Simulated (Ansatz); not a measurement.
BeS in space group P6_422 (No. 181; Be on 3c, S on 3d), PBE+D3(BJ) (plane waves, PAW; program Ansatz). The conduction-band minimum lies on the M–K line, 9 % of the way from M, with 6 equivalent valleys. Second derivatives d²E/dk² of the lowest band at one valley (eV·Å²), along Cartesian directions:

| direction | d²E/dk² |
|---|---|
| [100] | 20.11 |
| [010] | 13.50 |
| [001] | 26.14 |
| [110] | 16.87 |
| [101] | 23.23 |
| [011] | 19.80 |

Question: Find the principal effective masses, the density-of-states mass and the conductivity mass.

Answer: Off-diagonal terms follow from H_xy = H[110] − (H_xx + H_yy)/2, and m*/mₑ = 7.620 eV·Å² over each eigenvalue: 0.29, 0.38, 0.56. One valley's DOS mass (m₁m₂m₃)^(1/3) = 0.40, conductivity mass 3/(Σ 1/mᵢ) = 0.38 mₑ.

Question: What effective density of states Nc follows at 300 K for parabolic valleys?

Answer: Nc = 2.509e19 × 6 × (0.40)^(3/2) ≈ 3.8e19 cm⁻³.

The start of the workflow was typed in or built on a structure type; neither database checked (COD, Materials Project) lists it. COD files the formula under space group No. 216, so this cell is another polymorph or a model. Whether it is the stable phase at ambient conditions was not checked. The PBE+D3(BJ) relaxation kept the symmetry of its start; whether a distortion lowers the energy is not shown.

Potentials: the later of the program's two PAW sets.

Edges and masses are those of Kohn–Sham bands, whose gap is no quasiparticle gap.
